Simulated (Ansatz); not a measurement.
Mg:
Space group P6₃/mmc (No. 194); a = 3.195 Å, b = 3.195 Å, c = 5.108 Å, α = 90.00°, β = 90.00°, γ = 120.00°

| atom | site | symmetry | x | y | z |
|---|---|---|---|---|---|
| Mg | 2d | -6m2 | 0.6667 | 0.3333 | 0.2500 |

Relaxed at zero pressure with plane-wave PAW r²SCAN (Ansatz code).

### Question
The volume is lowered by 9 % and shape and atoms relax at that volume. What pressure results, and how do the axes share the change?

### Answer
4.5 GPa; a -3.1 %, b -3.1 %, c -3.0 %; the energy rises by 26 meV/atom.

### Question
Give the new structure.

### Answer

Space group P6₃/mmc (No. 194); a = b = 3.0951 Å, c = 4.9536 Å, α = β = 90.00°, γ = 120.00°

| atom | site | symmetry | x | y | z |
|---|---|---|---|---|---|
| Mg | 2d | -6m2 | 0.6667 | 0.3333 | 0.2500 |

The phase is kept; no other phase was compared at this pressure.

Space group P6_3/mmc (hcp (Mg type)). Symmetry was held in the r²SCAN relaxation; of distortions, only those at the zone centre were tested. Axis ratios of metals converge slowly with the k-mesh, so a and c are less sure than the volume.

Potentials: the earlier of the program's two PAW sets.
